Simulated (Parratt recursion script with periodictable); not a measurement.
Thickness fringes of films on SrTiO3 (Neutron reflectivity)

Calculation: specular neutron reflectivity, Parratt recursion, Névot-Croce roughness, natural isotopes, no magnetic scattering; Parratt recursion script with periodictable 1.7.1.

Neutron wavelength 4.1 Å. Q is scanned from 0.004 to 0.15 Å⁻¹ in 600 evenly spaced points, and the curve is smoothed with a Gaussian of 0.001 Å⁻¹ full width. A minimum is a scan point below both neighbours, placed by a parabola through ln R at the three points.

Each run is one film on SrTiO3 (density 5.086 g/cm³, ρ = 3.516 × 10⁻⁶ Å⁻², rms roughness 2.7 Å) under vacuum. The film surface has an rms roughness of 6.2 Å in all runs. ρ and ρ″ are the real and imaginary parts of the scattering length density. The table lists all minima between 0.02 and 0.08 Å⁻¹.

| run | film | thickness d (Å) | density (g/cm³) | ρ (10⁻⁶ Å⁻²) | ρ″ (10⁻⁶ Å⁻²) | minima at Q (Å⁻¹) |
|---|---|---|---|---|---|---|
| A | Ru | 600 | 11.642 | 4.870 | 4.938 × 10⁻⁴ | 0.0265, 0.0354, 0.0450, 0.0548, 0.0649, 0.0751 |
| B | Ru | 600 | 9.908 | 4.144 | 4.203 × 10⁻⁴ | 0.0263, 0.0353, 0.0449, 0.0548, 0.0649, 0.0751 |
| C | Ru | 300 | 11.642 | 4.870 | 4.938 × 10⁻⁴ | 0.0272, 0.0456, 0.0654 |
| D | Ru | 750 | 11.642 | 4.870 | 4.938 × 10⁻⁴ | ? |

Densities are inputs, not measurements. They were set from computed cells of the Materials Project: Ru from entry mp-33 (P6₃/mmc, 12.385 g/cm³, taken at 80 and 94 %); SrTiO3 from entry mp-5229 (Pm-3m, 5.086 g/cm³). A layer's crystal structure does not enter its constants, only its composition and density.

Q: How many minima does run D have between 0.02 and 0.08 Å⁻¹, and where?

A: Inside a film the fringe order is m = (d/2π)(Q² − 16πρ)^½, with the film's own ρ. Where the film's ρ lies above the substrate's, its two faces reflect with opposite signs, and minima are expected at whole m.

- Run A, ρ above the substrate's: the minima give m = 2.04, 3.03, 4.03, 5.02, 6.01, 7.01.
- Run B, ρ above the substrate's: the minima give m = 2.10, 3.08, 4.06, 5.05, 6.04, 7.04.
- Run C, ρ above the substrate's: the minima give m = 1.06, 2.05, 3.03.

In run D the film's ρ lies above the substrate's, so take whole m. The window runs from m = 1.49 to 9.36 and holds m = 2, 3, 4, 5, 6, 7, 8, 9. Then Q² = 16πρ + (2πm/d)² gives Q = 0.0229, 0.0296, 0.0370, 0.0447, 0.0526, 0.0607, 0.0688, 0.0770 Å⁻¹.

The run has 8 minima, at 0.0232, 0.0298, 0.0372, 0.0449, 0.0528, 0.0608, 0.0689, 0.0771 Å⁻¹. The largest distance from one of them to an estimated minimum is 0.0003 Å⁻¹, against a mean spacing of 0.0077 Å⁻¹.
